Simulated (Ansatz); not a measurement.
A relaxed cell of CoSn (P6/mmm (No. 191)), relaxed on a k-mesh at least as fine as the one used below. These are r2SCAN (plane waves to 500 eV, PAW, scalar-relativistic; Ansatz, a program for electronic structure) values and carry that method's errors. Γ-centred k-mesh 7×7×4 on the run's cell (coarser than for final values), Fermi–Dirac smearing 0.05 eV.

```yaml
crystal:
  lattice:
    - [5.24162, 0.00000, 0.00000]
    - [-2.62081, 4.53938, 0.00000]
    - [0.00000, 0.00000, 8.37588]
  atoms:
    - { symbol: Co, position: [0.50000, 0.00000, 0.00000] }
    - { symbol: Co, position: [0.50000, 0.00000, 0.50000] }
    - { symbol: Co, position: [0.50000, 0.50000, 0.00000] }
    - { symbol: Co, position: [0.50000, 0.50000, 0.50000] }
    - { symbol: Co, position: [0.00000, 0.50000, 0.00000] }
    - { symbol: Co, position: [0.00000, 0.50000, 0.50000] }
    - { symbol: Sn, position: [0.00000, 0.00000, 0.00000] }
    - { symbol: Sn, position: [0.00000, 0.00000, 0.50000] }
    - { symbol: Sn, position: [0.33333, 0.66667, 0.25000] }
    - { symbol: Sn, position: [0.33333, 0.66667, 0.75000] }
    - { symbol: Sn, position: [0.66667, 0.33333, 0.25000] }
    - { symbol: Sn, position: [0.66667, 0.33333, 0.75000] }
```

The atoms are displaced by (Å):

```
atom      ux      uy      uz
----  ------  ------  ------
Co1    0.080   0.088   0.096
Co2   -0.035   0.080  -0.073
Co3   -0.058   0.001  -0.092
Co4    0.060   0.009   0.047
Co5   -0.040  -0.028  -0.066
Co6   -0.015  -0.047   0.012
Sn7   -0.119  -0.037   0.111
Sn8    0.068  -0.051   0.062
Sn9   -0.112   0.091   0.017
Sn10  -0.076   0.016   0.051
Sn11  -0.099   0.078   0.030
Sn12  -0.024  -0.015   0.091
```

Problem. What forces (eV/Å) and pressure result?

Solution. 
```csv
atom,Fx,Fy,Fz
Co1,-1.40,-0.87,-0.31
Co2,0.40,-0.75,1.10
Co3,-0.17,-0.21,1.34
Co4,-0.96,0.45,0.16
Co5,0.26,0.89,1.27
Co6,0.46,0.08,0.23
Sn7,1.35,0.25,-0.41
Sn8,-0.73,0.55,-0.13
Sn9,0.42,-0.67,-0.04
Sn10,0.37,0.23,-1.08
Sn11,0.20,0.15,-0.64
Sn12,-0.21,-0.11,-1.50
```

Pressure +1.6 GPa.

Problem. Estimate the energy cost of the displacement in the harmonic approximation and compare with the calculation.

Solution. For a harmonic well ΔE = −½ Σ F·u = 0.653 eV a cell, or 54 meV/atom. The calculated energy relative to the undisplaced cell is +0.05 eV/atom, so the harmonic estimate holds well.

No spin polarisation in the result: the starting moments vanished. A magnetic state may lie lower.

The run that gave the undisplaced cell could not lose the symmetry of its start; a randomly shaken copy of 12 atoms returns to this structure.
